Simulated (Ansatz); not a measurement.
# GePt at several levels of theory

One geometry, relaxed with PBE, and single points on it; plane waves with PAW potentials in Ansatz, scalar-relativistic unless the row names spin-orbit coupling. No spin polarisation. Meshes are on the primitive cell of 8 atoms. Gaps are the least over mesh and band path; pressure is positive in compression. Smearing is Gaussian, 0.10 eV.

```cif
data_structure
_symmetry_space_group_name_H-M 'P 1'
_symmetry_Int_Tables_number 1
_cell_length_a 5.8288
_cell_length_b 3.7438
_cell_length_c 6.1892
_cell_angle_alpha 90.000
_cell_angle_beta 90.000
_cell_angle_gamma 90.000
_cell_volume 135.06
loop_
_atom_site_label
_atom_site_type_symbol
_atom_site_fract_x
_atom_site_fract_y
_atom_site_fract_z
_atom_site_occupancy
Ge1 Ge 0.18671 0.25000 0.58748 1
Ge2 Ge 0.31329 0.75000 0.08748 1
Ge3 Ge 0.68671 0.25000 0.91252 1
Ge4 Ge 0.81329 0.75000 0.41252 1
Pt1 Pt 0.99813 0.25000 0.19298 1
Pt2 Pt 0.50187 0.75000 0.69298 1
Pt3 Pt 0.49813 0.25000 0.30702 1
Pt4 Pt 0.00187 0.75000 0.80702 1
```

```
level cutoff (eV) k mesh gap (eV) pressure (GPa) rough cost with bands (core-min)
  PBE          420  6×10×6         0             0.0                                 6
```

What do r2SCAN, LDA give on the same cell?

```json
{"level": "r2SCAN", "cutoff (eV)": "500", "k mesh": "6×10×6", "gap (eV)": "0", "pressure (GPa)": "-4.7", "rough cost with bands (core-min)": "9"}
{"level": "LDA", "cutoff (eV)": "420", "k mesh": "6×10×6", "gap (eV)": "0", "pressure (GPa)": "-10.0", "rough cost with bands (core-min)": "6"}
```

Spin-orbit coupling is left out except in a row that names it, which matters for the bands of heavy elements.